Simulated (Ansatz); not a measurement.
## Re (hcp)

Method: PBE, scalar-relativistic; no spin polarisation; PAW, 420 eV, Γ-centred 18×18×10 mesh, 0.05 eV Gaussian smearing; code Ansatz. The datasets are Ansatz's generated set soft_2.

```
Re
1.0
     2.77448    0.00000    0.00000
    -1.38724    2.40277    0.00000
     0.00000    0.00000    4.48525
Re
2
Cartesian
  0.0000 1.6018 3.3639
  1.3872 0.8009 1.1213
```

The cell is relaxed to zero pressure at this level.

Path: Γ–M–K–Γ–A–L–H–A | L–M | H–K, with Γ = (0.000, 0.000, 0.000), M = (0.500, 0.000, 0.000), K = (0.333, 0.333, 0.000), A = (0.000, 0.000, 0.500), L = (0.500, 0.000, 0.500), H = (0.333, 0.333, 0.500) in reciprocal vectors of the calculation's cell.

Bands as a text map, energy in eV from the Fermi level (dashes), each leg drawn with the same width:
```
  2.86 |     *     ****            *  *                *      *         * *
  2.57 |     *                      **  *             * **                 
  2.29 |               * *            **               *                   
  2.00 |                           *                         *         *   
  1.71 |    *             *       *                         *              
  1.43 |                *        *                          **        *    
  1.14 |    *                               **             *  *            
  0.86 |   *             **     *          *  *           **         *     
  0.57 |*                    * *          *    *           *               
  0.29 |**                 ****          ***    *         *    *    *      
  0.00 |-***---------**---***--*--------*---*----***-*-----**------**--****
 -0.29 | **        **  *  * *                       * *     *   *    **    
 -0.57 |****  *****      * ***  *      * *   *               ******        
 -0.86 | ****           *  ** ***                      *     *             
 -1.14 | ** ***         *   *    *    *       *               *  *         
 -1.43 |***  * ****      *** **  *** *  *               *      *  *        
 -1.71 |   ** ***  **  *  **   *********       *       ***      ***        
 -2.00 | *    * ***  **  *  *    *              ***              * ********
 -2.29 |          **** **         ***              ****  *                 
 -2.57 |  *  *     *                 *                  *       *          
 -2.86 |   **       *      *                                               
 -3.14 |             **   *           *             ** *       *      *****
 -3.43 |               *  *            **      *** *  *             **     
 -3.71 |    *            *               *   **   *         ***    *       
 -4.00 |             *****                ***             ** **     *   ***
 -4.29 |            *  * *                                  *  *    ****   
 -4.57 |     *          *                        **             *  *  *    
 -4.86 |      *    *      *                     *  *                   **  
        Γ      M      K      Γ      A      L      H      AL       MH      K
```

Task: By these bands, is it a metal or an insulator, and if it has a gap, where are the band edges on this path?

Result: A metal: bands cross the Fermi level.

Scalar-relativistic only: spin–orbit splittings of the heavy atoms' levels are missing.
